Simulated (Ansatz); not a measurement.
## AgB₂ in Ansatz, vacancy hop by nudged elastic band

Run with:

```bash
ansatz run input.yaml --threads 4 --pin off --max-ram 8192MiB --backend cpu --events-out ev --progress --plain --runs-dir out
```

The input file (Ansatz 0.2.0, plane waves):

```yaml
crystal:
  lattice:
    - [6.026056, 0.0, 0.0]
    - [-3.013028, 5.218726, 0.0]
    - [0.0, 0.0, 6.50814]
  atoms:
    - { symbol: B, position: [0.17061976, 0.33256031, 0.24911862] }
    - { symbol: B, position: [0.331269, 0.1649974, 0.25285907] }
    - { symbol: Ag, position: [0.00578775, 0.00948464, -0.0001496] }
    - { symbol: B, position: [0.17147694, 0.33206461, 0.75393982] }
    - { symbol: B, position: [0.32802796, 0.16264584, 0.74579388] }
    - { symbol: Ag, position: [-0.01042924, 0.00045166, 0.49778099] }
    - { symbol: B, position: [0.17278788, 0.83539483, 0.25286239] }
    - { symbol: B, position: [0.33641314, 0.66488532, 0.25325213] }
    - { symbol: Ag, position: [-0.000705, 0.50281623, 0.0013988] }
    - { symbol: B, position: [0.16775057, 0.82721728, 0.75138764] }
    - { symbol: B, position: [0.33858676, 0.67059219, 0.75186562] }
    - { symbol: Ag, position: [0.0001351, 0.49380407, 0.49933139] }
    - { symbol: B, position: [0.66310615, 0.33364838, 0.25085095] }
    - { symbol: B, position: [0.82973651, 0.16758733, 0.25117558] }
    - { symbol: Ag, position: [0.49886294, -0.00136184, 0.00719857] }
    - { symbol: B, position: [0.66355008, 0.3302503, 0.74727047] }
    - { symbol: B, position: [0.8308979, 0.1649589, 0.74391192] }
    - { symbol: B, position: [0.66633065, 0.83230705, 0.25558343] }
    - { symbol: B, position: [0.83699301, 0.66763245, 0.24410933] }
    - { symbol: Ag, position: [0.49656144, 0.4986273, -0.00214633] }
    - { symbol: B, position: [0.66591929, 0.83019874, 0.74676975] }
    - { symbol: B, position: [0.83105176, 0.6654165, 0.75198847] }
    - { symbol: Ag, position: [0.50162194, 0.4959971, 0.49736331] }
kpoints:
  mp_grid: { grid: [3, 3, 2] }
magnetization:
  spin_polarized: false
scf:
  occupations: { method: cold, width: 0.15 }
hamiltonian:
  pseudopotentials: { kind: paw }
  xc: pbe
basis:
  ecutwfc: 420
neb:
  images: 3
  relax_end_points: true
  climbing: true
  f_tol: 0.05
  max_iterations: 40
  order_check: false
  final_atoms:
    - { symbol: B, position: [0.17061976, 0.33256031, 0.24911862] }
    - { symbol: B, position: [0.331269, 0.1649974, 0.25285907] }
    - { symbol: Ag, position: [0.00578775, 0.00948464, -0.0001496] }
    - { symbol: B, position: [0.17147694, 0.33206461, 0.75393982] }
    - { symbol: B, position: [0.32802796, 0.16264584, 0.74579388] }
    - { symbol: Ag, position: [-0.01042924, 0.00045166, 0.49778099] }
    - { symbol: B, position: [0.17278788, 0.83539483, 0.25286239] }
    - { symbol: B, position: [0.33641314, 0.66488532, 0.25325213] }
    - { symbol: Ag, position: [-0.000705, 0.50281623, 0.0013988] }
    - { symbol: B, position: [0.16775057, 0.82721728, 0.75138764] }
    - { symbol: B, position: [0.33858676, 0.67059219, 0.75186562] }
    - { symbol: Ag, position: [-0.50049364, 0.01068799, 0.5024953] }
    - { symbol: B, position: [0.66310615, 0.33364838, 0.25085095] }
    - { symbol: B, position: [0.82973651, 0.16758733, 0.25117558] }
    - { symbol: Ag, position: [0.49886294, -0.00136184, 0.00719857] }
    - { symbol: B, position: [0.66355008, 0.3302503, 0.74727047] }
    - { symbol: B, position: [0.8308979, 0.1649589, 0.74391192] }
    - { symbol: B, position: [0.66633065, 0.83230705, 0.25558343] }
    - { symbol: B, position: [0.83699301, 0.66763245, 0.24410933] }
    - { symbol: Ag, position: [0.49656144, 0.4986273, -0.00214633] }
    - { symbol: B, position: [0.66591929, 0.83019874, 0.74676975] }
    - { symbol: B, position: [0.83105176, 0.6654165, 0.75198847] }
    - { symbol: Ag, position: [0.50162194, 0.4959971, 0.49736331] }
```

Origin of the cell: a database entry, scaled a little.

The cell is 2×2×2 cells of AgB2 with one Ag taken out; atom 12 (Ag) hops into the empty site, 2.97 Å away before the end points are relaxed. All atoms were shaken by about 0.02 Å first.

Output (shortened):

```
Warning: neb: disabling space-group detection — the band's intermediate images generally break the endpoint symmetry, so no spatial operation reduces the k-mesh or symmetrises the density, ex […]
Pseudopotentials: kind: paw
Pseudopotential: B, paw, valence charge 3, recommended cutoff 420 eV (normal), B.paw.azcp
Pseudopotential: Ag, paw, valence charge 19, recommended cutoff 420 eV (normal), Ag.paw.azcp
Functional definition: PBE
  exchange = pbe_x(kappa = kappa, mu = beta*pi^2/3)
  correlation = pbe_c(beta = beta)
parallel-image band execution: 3 concurrent image workers
NEB image 0
Crystal: 23 atoms, lattice volume = 204.670 Å³
Basis set: ecut = 420 eV, 3975 PW (Γ), exchange–correlation on 90×90×90 points (8 copies of the dense FFT grid, shifted against one another)
Bands: 114, of which v1, the nominal top of the filled ones, is band 91 counted from 1 (90 counted from 0)
[… 6 lines left out …]
Initial density: superposition of atomic densities (neutral atoms: chi_scale 0, normalization atom), corrected by the library's trained network
Functional: x = pbe(κ = 0.804, μ = 0.219515), c = pbe(β = 0.066725)
SCF iter   1: F=—  HF=-55608.737360 eV  Δρ=5.96e-3  dr2=6.39e-2  defer=59
SCF iter   2: F=—  HF=-55608.730085 eV  S|Δr|=    0.00e0  Δρ=3.15e-3  dr2=2.34e-2  defer=59
SCF iter   3: F=—  HF=-55608.726107 eV  S|Δr|=    0.00e0  Δρ=5.50e-4  dr2=1.85e-3  defer=59
[… 2 lines left out …]
SCF iter   6: F=—  HF=-55608.726029 eV  S|Δr|=    0.00e0  Δρ=5.29e-5  dr2=8.52e-6  defer=59
SCF iter   7: F=—  HF=-55608.726031 eV  S|Δr|=    0.00e0  Δρ=1.73e-5  dr2=7.60e-7  defer=59
SCF iter   8: F=-55608.726032 eV  HF=-55608.726032 eV  S|Δr|=    0.00e0  Δρ=6.52e-6  dr2=8.66e-8
NEB iter   1: max|band force component| = 7.826e0 eV/Å  barrier→ = 6.0511 eV  barrier← = 6.0505 eV  Δτ_max = 0.1490 Å  (46 SCF iters)
NEB iter   2: max|band force component| = 3.060e0 eV/Å  barrier→ = 2.4247 eV  barrier← = 2.4241 eV  Δτ_max = 0.1028 Å  (24 SCF iters)
NEB iter   3: max|band force component| = 8.622e-1 eV/Å  barrier→ = 1.4463 eV  barrier← = 1.4457 eV  Δτ_max = 0.0396 Å  (25 SCF iters)
NEB iter   4: max|band force component| = 1.931e-1 eV/Å  barrier→ = 1.3495 eV  barrier← = 1.3489 eV  CI = image 2  Δτ_max = 0.0156 Å  (21 SCF iters)
NEB iter   5: max|band force component| = 1.594e-1 eV/Å  barrier→ = 1.3364 eV  barrier← = 1.3358 eV  CI = image 2  Δτ_max = 0.0476 Å  (18 SCF iters)
NEB iter   6: max|band force component| = 3.304e-1 eV/Å  barrier→ = 1.2605 eV  barrier← = 1.2599 eV  CI = image 2  Δτ_max = 0.0238 Å  (22 SCF iters)
NEB iter   7: max|band force component| = 2.339e-1 eV/Å  barrier→ = 1.2223 eV  barrier← = 1.2217 eV  CI = image 2  Δτ_max = 0.0479 Å  (18 SCF iters)
NEB iter   8: max|band force component| = 1.069e-1 eV/Å  barrier→ = 1.1788 eV  barrier← = 1.1782 eV  CI = image 2  Δτ_max = 0.0516 Å  (19 SCF iters)
NEB iter   9: max|band force component| = 4.163e-1 eV/Å  barrier→ = 1.1760 eV  barrier← = 1.1754 eV  CI = image 2  Δτ_max = 0.0227 Å  (24 SCF iters)
NEB iter  10: max|band force component| = 1.565e-1 eV/Å  barrier→ = 1.1728 eV  barrier← = 1.1722 eV  CI = image 2  Δτ_max = 0.0256 Å  (22 SCF iters)
NEB iter  11: max|band force component| = 2.101e-1 eV/Å  barrier→ = 1.1692 eV  barrier← = 1.1686 eV  CI = image 2  Δτ_max = 0.0129 Å  (18 SCF iters)
NEB iter  12: max|band force component| = 2.556e-2 eV/Å  barrier→ = 1.1689 eV  barrier← = 1.1683 eV  CI = image 2  Δτ_max = 0.0000 Å  (16 SCF iters)
--- NEB band (5 images, 12 band iterations, 273 SCF iterations, 116 more in tests of the images' electronic states and relaxations of end points) ---
  forward barrier  = 1.168890 eV
  backward barrier = 1.168313 eV
  lagrangian_above_aufbau_ev (what the smearing adds, to first order; not taken off the barriers): saddle image -0.007448 eV, end points +0.001487 and -0.006030 eV
  climbing image's point = of an order that was not read
  energies are F+E_penalty+E_count in eV, relative to image 0
  image     s (Å)  Δ vs image 0  max|band force component| (eV/Å)
      0    0.0000      0.000000                                 —
      1    0.8611      0.577068                          2.556e-2
  *   2    1.7254      1.168890                          1.846e-2
      3    2.5841      0.573917                          9.519e-3
      4    3.4429      0.000577                                 —
```

The converged band:

```tsv
image	path over all atoms (Å)	ΔF (eV)	Ag x	y	z (Å)
0	0.00	0.000	-1.51	2.61	3.26
1	0.86	0.577	-1.85	2.00	3.26
2	1.73	1.169	-2.26	1.30	3.26
3	2.58	0.574	-2.66	0.60	3.26
4	3.44	0.001	-3.01	0.00	3.26
```

Highest image (2), forces in eV/Å:

```xyz
23
Lattice="6.026 0.000 0.000 -3.013 5.219 0.000 0.000 0.000 6.508" Properties=species:S:1:pos:R:3:forces:R:3 pbc="T T T" image=2
B    -0.041    1.784    1.653   -0.010   -0.004   -0.016
B     1.548    0.821    1.652    0.009    0.003   -0.013
Ag    0.163   -0.096    0.001   -0.006    0.000    0.000
B    -0.041    1.784    4.858   -0.010   -0.004    0.016
B     1.548    0.821    4.859    0.009    0.002    0.013
Ag    0.091   -0.053    3.255    0.000    0.000    0.000
B    -1.490    4.337    1.794    0.009   -0.006   -0.012
B    -0.016    3.487    1.793   -0.010    0.005   -0.011
Ag   -1.499    2.620    0.001   -0.002    0.001    0.000
B    -1.490    4.337    4.717    0.009   -0.005    0.012
B    -0.016    3.487    4.718   -0.010    0.005    0.011
Ag   -2.262    1.299    3.256   -0.005   -0.007    0.000
B     2.847    1.834    1.448    0.000    0.008   -0.015
B     4.686    0.772    1.448    0.005   -0.003   -0.016
Ag    3.006   -0.015    0.001    0.000   -0.003    0.000
B     2.847    1.834    5.063    0.000    0.008    0.015
B     4.686    0.772    5.063    0.005   -0.003    0.016
B     1.446    4.359    1.653   -0.001    0.014   -0.015
B     3.074    3.465    1.653    0.002   -0.013   -0.018
Ag    1.344    2.701    0.001    0.005   -0.002    0.000
B     1.446    4.359    4.858   -0.001    0.014    0.015
B     3.074    3.465    4.858    0.002   -0.013    0.018
Ag    1.416    2.659    3.256    0.000    0.001    0.000
```

Barrier of this path: 1.17 eV forwards, 1.17 eV backwards, after 12 band iterations.

Caveats: no moments, though an odd count or open d shells may carry them; the k mesh is coarse if the cell is a metal; a small cell with a neutral vacancy and no spin, whose shape can make like sites unlike; the cell is held at a rescaled volume, and strain moves barriers; the hop was drawn among near neighbours and need not be the easiest path; few images and a loose tolerance, and neither the top nor the ends were tested for their order.

Time: 3.3 min on 4 threads of Intel(R) Xeon(R) 6975P-C (Granite Rapids), with other jobs on the host, peak memory 1.5 GiB, from the program's own first density.
